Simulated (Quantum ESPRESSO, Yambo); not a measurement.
**Levels of theory for the gap of NH₄Br**

NH₄Br (space group P-43m, No. 215): one geometry, one set of norm-conserving PBEsol (Quantum ESPRESSO, 84 Ry, scalar-relativistic) orbitals, self-energies from Yambo (4×4×4 Γ-centred k mesh, 141 bands and a 10 Ry block in the screening, 141 bands in G with the Bruneval-Gonze terminator, plasmon pole fitted at 27.2 eV).

The geometry is that of Materials Project entry mp-36248, symmetrised and not relaxed again.

| level | gap M → Γ (eV) | direct gap at Γ (eV) | rough Yambo cost |
|---|---|---|---|
| PBEsol (Quantum ESPRESSO) | 4.09 | 4.17 | – |
| exchange only (Hartree-Fock self-energy on PBEsol orbitals) | 12.05 | 12.12 | about 1/30 (8 states) |
| static COHSEX@PBEsol | 7.82 | 7.97 | about 1/2 (3 states) |
| G0W0@PBEsol, plasmon pole | 6.55 | 6.62 | 1 (8 states) |
| G0W0@PBEsol, multipole fit to 8 frequencies, no terminator | 6.55 | 6.60 | within a factor of two (3 states) |
| G0W0@PBEsol, plasmon pole, no terminator | 6.55 | 6.60 | about 1/6 (3 states, screening reused) |

Bare exchange has no screening and gives the widest gap; static COHSEX screens it but leaves out the frequency dependence, which G0W0 restores.

Costs are rough ratios of core time on shared machines.

Nearest settings tried, and what they do to the gap: 45 bands in W, 45 bands in G: -102 meV. Not varied: block, mesh. So the settings aren't converged at that level.

Spin-orbit splittings are left out.
